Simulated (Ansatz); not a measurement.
Harmonic vibrational thermodynamics of Si (diamond, Fd-3m) at fixed volume, plane-wave PAW PBEsol (Ansatz code). The rows extrapolate the 0 K crystal and know nothing of melting or changes of phase.

```csv
T (K),F_vib (meV/atom),S (J/K per mol of atoms),C_V (J/K per mol of atoms)
50,60.6,1.0,2.6
100,59.3,4.4,7.8
200,___,___,15.9
300,___,19.8,___
400,9.9,25.9,21.9
600,-53.9,35.1,23.5
800,___,___,24.1
1000,-226.8,47.4,24.4
```

**Question.** Some entries are withheld; supply them.

**Answer.** 
- 300, C_V (J/K per mol of atoms): 20.0
- 300, F_vib (meV/atom): 33.6
- 200, S (J/K per mol of atoms): 12.5
- 200, F_vib (meV/atom): 50.5
- 800, S (J/K per mol of atoms): 42.0
- 800, F_vib (meV/atom): -134.0

The cell was relaxed with PBEsol under the symmetry of its start.

Potentials: the earlier of the program's two PAW sets. The files were generated under PBE; for other functionals the program regenerates the frozen cores, and for LDA and PBEsol the local potential too.
